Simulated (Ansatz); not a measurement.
A trial cell of Cu was relaxed with r2SCAN (plane waves to 500 eV, PAW, scalar-relativistic; Ansatz, a first-principles code).

Before: P-1 (No. 2), aP4; a = 2.470 Å, b = 2.925 Å, c = 6.555 Å, α = 85.70°, β = 89.06°, γ = 85.15°.

After relaxation:

Simulated powder pattern, Ag Kα, λ = 0.560885 Å (kinematic, ideal powder, no thermal factors, no anomalous dispersion; the 24 strongest lines at most, above 1 %, up to 2θ = 30°):

```csv
2θ (°),I/Imax (%)
15.61,100
18.04,49
25.63,31
```

Question: Identify the relaxed structure from its pattern: crystal system, space group and cell.

Answer: Cubic, Fm-3m (No. 225), cF4, fcc (Cu type); a = b = c = 3.577 Å, α = β = γ = 90.00°. Sites: Cu 4a (0.000, 0.000, 0.000).

Question: Index the strongest lines.

Answer: 15.61° (111), 18.04° (200), 25.63° (220).

No spin polarisation in the result.

The run could not lose the symmetry of its start.
